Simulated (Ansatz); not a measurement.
## One run on TaNi₃ (Fmmm): total moment held at 0.6 μB

Computed with Ansatz 0.2.0, DFT, LDA, all-electron LAPW, scalar-relativistic.

Command: `ansatz run input.yaml --threads 2 --pin off --max-ram 6144MiB --backend cpu --events-out ev --progress --plain --runs-dir out`

```yaml
crystal:
  lattice:
    - [0.0, 2.5511481569, 3.7045443348]
    - [2.5463897099, 0.0, 3.7045443348]
    - [2.5463897099, 2.5511481569, 0.0]
  atoms:
    - { symbol: Ta, position: [0.0, 0.0, 0.0], spin: 0.15 }
    - { symbol: Ni, position: [0.5, 0.5, 0.5], spin: 0.15 }
    - { symbol: Ni, position: [0.25, 0.25, 0.25], spin: 0.15 }
    - { symbol: Ni, position: [0.75, 0.75, 0.75], spin: 0.15 }
magnetization:
  spin_polarized: true
  initial_magnetization: 0.6
  spin_locking: { lock_magnetization: hard }
kpoints:
  mp_grid: { grid: [8, 8, 8] }
scf:
  occupations: { method: fermi_dirac, width: 0.05 }
  lower_state_search: "off"
hamiltonian:
  xc: lda
  pseudopotentials: { kind: all_electron, lapw: { basis_error: 0.001 } }
output:
  forces: true
  stress: true
  eigenvalues: false
```

The program prints:

```
settings of this run that can trade accuracy for cost: output.eigenvalues: false. Do not mix this run's numbers with those of runs without the same settings; the input reference describes each key
LAPW: plane waves up to 9.199 Å⁻¹, error target 1.0e-3 eV per atom; small_component_spin mean_spin; Ni in spheres of 1.225 Å, 18 of its electrons in bands, Dirac shells []; Ta in spheres of 1.322 Å, 43 of its electrons in bands, Dirac shells [] (how accurate: hamiltonian.pseudopotentials.lapw.basis_error, Limitations)
Engine: ansatz 0.2.0
Pseudopotentials: kind: all_electron
Pseudopotential: Ta, LAPW, valence charge 43, lapw/all_electron/scalar/gaussian/Ta, Koelling and Harmon's equation, gaussian nucleus
Pseudopotential: Ni, LAPW, valence charge 18, lapw/all_electron/scalar/gaussian/Ni, Koelling and Harmon's equation, gaussian nucleus
Functional definition: SPW92
  exchange = slater_x
  correlation = pw_c
Crystal: 4 atoms, lattice volume = 48.131 Å³
Basis set: ecut = 322.42382635203853 eV, 639 PW (Γ), FFT grids on a1−a2, a2, a3, exchange–correlation at level 2
Bands: 59, of which v1, the nominal top of the filled ones, is band 49 counted from 1 (48 counted from 0)
Symmetry: 8 space group operations
Space group: Fmmm (ITA 69), of the structure as read, at distance tolerance 3.6e-5 Å
Magnetic group: BNS 69.521 (UNI 619), of the structure as read, at distance tolerance 3.6e-5 Å
k-points: 95 of 512
Non-local potential: Ta, projectors of the file, none
Non-local potential: Ni, projectors of the file, none
Initial density: superposition of atomic densities (chi_scale 0.1, normalization cell)
Starting moments: Σ|m| = 0.6 μB on 4 of 4 sites
Initial wavefunctions: plane waves of lowest kinetic energy (no species holds an atomic orbital)
Functional: x = slater, c = lda
iter 1 solved again at ethr=4.93e-3 eV; its pass at ethr=1.00e-1 eV (dr2=4.78e0 eV) is discarded
SCF iter   1: F=—  HF=-548272.604576 eV  |F-HF|=—  |Δ(HF+E_count)|=         —  Δρ=3.61e-2 (↑3.46e-2 ↓3.61e-2)  dr2=4.78e0  dr2_m=2.71e-3  M=0.600 μB ∫|m|=0.600 μB  β_m=0.30  ethr=4.93e-3  ⟨swp⟩=2.0  Hψ=73528  notcnv=0
preconditioner: auto → Kerker (q_TF=auto, 3.066 Å⁻¹)  [metal: Δε(μ)=0.014 eV  Ē_g=16.030 eV  σ=0.050 eV  W_gap=0.07  n_scr=22 (ndim 8)  ℏωp=39.7 eV  f_vac=0.000  D(μ)=1.58/eV (n_scr^D=10)]
spin=Collinear: Kerker preconditioning applied to the charge; magnetization (m = ρ↑ − ρ↓) channel mixes plain (no charge-response kernel on spin).
iter 2 solved again at ethr=1.76e-4 eV; its pass at ethr=4.92e-3 eV (dr2=1.71e-1 eV) is discarded
[...]
the basis was enlarged: its passes take 1.1 MiB over the memory plan, 2 of 2 planned eigensolver slots
[...]
SCF iter  10: F=—  HF=-548270.986628 eV  |F-HF|=—  |Δ(HF+E_count)|=   1.14e-5  Δρ=4.28e-5 (↑3.82e-5 ↓4.28e-5)  dr2=4.98e-6  dr2_m=6.75e-9  M=0.600 μB ∫|m|=0.600 μB  β_m=0.75  ethr=9.05e-8  ⟨swp⟩=2.0  Hψ=32479  notcnv=0
SCF iter  11: F=—  HF=-548270.986626 eV  |F-HF|=—  |Δ(HF+E_count)|=   1.18e-6  Δρ=2.08e-5 (↑2.01e-5 ↓2.08e-5)  dr2=1.59e-6  dr2_m=1.07e-9  M=0.600 μB ∫|m|=0.600 μB  β_m=0.59  ethr=5.13e-9  ⟨swp⟩=2.0  Hψ=32479  notcnv=0
SCF iter  12: F=—  HF=-548270.986625 eV  |F-HF|=—  |Δ(HF+E_count)|=   1.16e-6  Δρ=9.72e-6 (↑8.67e-6 ↓9.72e-6)  dr2=1.77e-7  dr2_m=5.49e-10  M=0.600 μB ∫|m|=0.600 μB  β_m=0.79  ethr=1.64e-9  ⟨swp⟩=2.0  Hψ=32479  notcnv=0
SCF iter  13: F=—  HF=-548270.986625 eV  |F-HF|=—  |Δ(HF+E_count)|=   2.00e-8  Δρ=5.85e-6 (↑5.36e-6 ↓5.85e-6)  dr2=8.30e-8  dr2_m=8.06e-11  M=0.600 μB ∫|m|=0.600 μB  β_m=0.88  ethr=1.82e-10  ⟨swp⟩=2.0  Hψ=32479  notcnv=0
SCF iter  14: F=—  HF=-548270.986625 eV  |F-HF|=—  |Δ(HF+E_count)|=   2.10e-9  Δρ=3.93e-6 (↑3.33e-6 ↓3.93e-6)  dr2=4.52e-8  dr2_m=5.06e-11  M=0.600 μB ∫|m|=0.600 μB  β_m=0.60  ethr=8.56e-11  ⟨swp⟩=2.0  Hψ=32479  notcnv=0
SCF iter  15: F=-548270.986625 eV  HF=-548270.986625 eV  |F-HF|=5.73e-8  |Δ(HF+E_count)|=   2.90e-8  Δρ=1.77e-6 (↑1.56e-6 ↓1.77e-6)  dr2=1.08e-8  dr2_m=6.25e-12  M=0.600 μB ∫|m|=0.600 μB  ethr=4.66e-11  ⟨swp⟩=2.0  Hψ=32479  notcnv=0
SCF 1 converged in 15 iterations: F = -548270.986625 eV  dr2 = 1.08e-8
SCF converged after 15 iterations
Stability checked in part: among states of this total moment the steps that led to this state did not find it unstable. No probe was made; neither looks for a lower state of another moment (fixed_total_moment; see scf.lower_state_search)
Magnetization: 0.6000 μB (48.8000 up, 48.2000 down)
Absolute magnetization: 0.6003 μB (∫|ρ↑−ρ↓|)
Spin contamination: 0.0005 ħ² per cell (⟨S²⟩ above its minimum at these occupations)
Per-site moments (μB) at R_I (Å): [(0.11467771237987989, 1.3218457440996094), (0.20300255769734044, 1.2245439278562276), (0.10780397144745812, 1.2245439278562276), (0.10780397144745812, 1.2245439278562276)]
Free energy (F): -548270.986625 eV
Harris-Foulkes:  -548270.986625 eV  (|F-HF|=5.73e-8)
Internal energy: -548270.970390 eV  (E = F + TS)
E sigma→0 (E₀):  -548270.978508 eV
Entropy (-TS):   -0.016235 eV (-4.059 meV/atom)
Fermi energy:    21.808798 (↑ 22.128679, ↓ 21.488918) eV
--- Per-component energies (eV) ---
  E_band       = -4891.494710
  E_kinetic    = 599407.294220
  E_xc         = -13362.831358
  E_electrostatic = -1134315.433252  (all electrons and nuclei)
  E_smearing   = -0.016235  (= −TS)
  E_closure    = 0.000000  (closes the sum)
  E_atoms      = -548233.900724  (free atoms, spherical and without spin; not in F)
  Σ components = -548270.986625   (vs F -548270.986625, Δ=0.00e0)
  Basis errors (estimates in eV, not in F): energy 2.5e-4 per atom: plane waves 2.2e-4 (1.1e-4 summed), levels above the bands 1.2e-90, relativity 6.7e-9, radial functions 3.2e-5, core shells 1.7e-7; eigenvalues (radial functions only) 9.2e-7; not estimated: angular momenta, meshes, grids; target (lapw.basis_error) 1.0e-3; muffin-tin radii Ni 1.225 Å, Ta 1.322 Å
--- Forces (eV/Å), atoms counted from 1 ---
  atom   1  Ta     0.00000000     0.00000000     0.00000000
  atom   2  Ni     0.00000000     0.00000000    -0.00000000
  atom   3  Ni     0.00000000     0.00000000     0.00000000
  atom   4  Ni    -0.00000000     0.00000000     0.00000000
  max |Σ_I F_I| component: 1.58e-30 eV/Å
--- Stress (GPa, compression-positive) ---
       -8.917702       0.000000       0.000000
        0.000000      -9.398587       0.000000
        0.000000       0.000000      -9.341587
  P = ⅓ Tr σ = -9.2193 GPa (-92.193 kbar)
settings of this run that can trade accuracy for cost: output.eigenvalues: false. Do not mix this run's numbers with those of runs without the same settings; the input reference describes each key
```

Site moments (μB): Ta1 0.11, Ni2 0.20, Ni3 0.11, Ni4 0.11. Cell moment 0.60 μB.

The magnetic group in the log treats spin as a scalar label, without spin–orbit coupling.

The Ansatz runs typed with the search for lower states off end where their start leads. Spin–orbit coupling is left out although heavy atoms are present. These are results for the start and cell typed. The real compound can order otherwise, in a larger cell, or not at all, since semilocal functionals at zero temperature often overstate magnetism.

It took 85 s on 2 threads of Intel(R) Xeon(R) Platinum 8488C (Sapphire Rapids), on a shared host, peak memory 1.5 GiB.
